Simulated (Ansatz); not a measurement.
**Property card for Si2Ni**

Si2Ni:
```
Si2Ni
1.0
    0.00000     2.67400     2.67400
    2.67400     0.00000     2.67400
    2.67400     2.67400     0.00000
Si Ni
2 1
Direct
  0.25000   0.25000   0.25000
  0.75000   0.75000   0.75000
  0.00000   0.00000   0.00000
```

Space group Fm-3m (No. 225), fluorite or antifluorite type; conventional cell a = b = c = 5.348 Å, α = β = γ = 90.00°.

Method: DFT-LDA in the program Ansatz with PAW potentials. Structure relaxed to zero pressure with the same functional. Other levels are named where they apply.

**Cell and energy**

```yaml
volume_per_atom: 12.75 Å³
density: 4.99 g/cm³
Formation energy from the elements (no fitted shifts): -469 meV/atom
```

**Electronic structure**

```yaml
electronic_character: metallic (no gap)
Density of states at the Fermi level: 0.28 states/eV per atom (mean over ±0.08 eV)
```

**Mechanics**

```yaml
Bulk modulus (Birch–Murnaghan fit): 166 GPa
Pressure derivative B′: 4.8
Elastic constants (relaxed ions, GPa): C11 = 208, C12 = 147, C44 = 84.0
mechanical_stability: stable (all eigenvalues of C positive)
hill_bulk_and_shear_moduli: 167 and 55.9 GPa
Young's modulus: 151 GPa
Poisson's ratio: 0.35
debye_temperature_from_the_elastic_constants: 480 K
```

**Phonons**

```yaml
highest_zone_centre_frequency: 333 cm⁻¹
zone_centre_stability: no imaginary mode at Γ
```

Symmetry was held in the LDA relaxation. The run is not spin-polarised. As this level gives no gap, shear constants depend on the k-mesh and smearing (Fermi–Dirac, 0.1 eV here). As this level gives no gap, phonon frequencies hold no LO–TO term and depend on the k-mesh and smearing (Fermi–Dirac, 0.1 eV here). The references are the lowest solids computed at this level, not always the standard phases.

Potentials: the earlier of the program's two PAW sets.
